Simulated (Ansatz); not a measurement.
Ge:
```xyz
4
Lattice="3.9976 0.0000 0.0000 -1.9988 3.4621 0.0000 0.0000 0.0000 6.5941" Properties=species:S:1:pos:R:3 pbc="T T T"
Ge     1.9988     1.1540     0.4144
Ge     0.0000     2.3080     6.1797
Ge     0.0000     2.3080     3.7115
Ge     1.9988     1.1540     2.8826
```

Relaxed with PBEsol. Special points in fractions of this cell's reciprocal vectors: Γ (0.000, 0.000, 0.000); M (0.500, 0.000, 0.000); K (0.333, 0.333, 0.000); A (0.000, 0.000, 0.500); L (0.500, 0.000, 0.500); H (0.333, 0.333, 0.500).

### Question
List the band energies nearest the Fermi level at these points for PBEsol in the plane-wave PAW code Ansatz.

### Answer
In eV from the Fermi level; about four levels below and three above (degenerate sets whole), none deeper than 8.9 eV; points with the same levels are listed once.

```csv
k,below,above
Γ,-1.47 -1.47 -0.14 -0.14 -0.03,0.13 0.13 2.25 2.25
M,-4.60 -3.07 -2.83 -1.43,0.47 1.62 3.50
K,-5.00 -3.48 -3.48 -3.20,1.40 4.57 4.57
A,-0.85 -0.85 -0.85 -0.85,0.64 0.64 3.35 3.35 3.35 3.35
L,-2.54 -2.54 -2.41 -2.41,0.48 0.48 2.06 2.06
H,-4.30 -4.30 -2.01 -2.01,1.21 1.21 4.06 4.06
```

Space group P6_3/mmc. The first step of the workflow began from a Materials Project structure, measured or hypothetical; the Crystallography Open Database copy checked does not list it. It is not the phase usual at ambient conditions (space group No. 227). The cell was relaxed with PBEsol under the symmetry of its start; whether a distortion lowers the energy is not shown. The Fermi level of a semimetal is unsure by some 0.05 eV on such meshes. Scalar-relativistic: spin–orbit coupling is off unless named, which matters more the heavier the elements.

Potentials: the later of the program's two PAW sets.
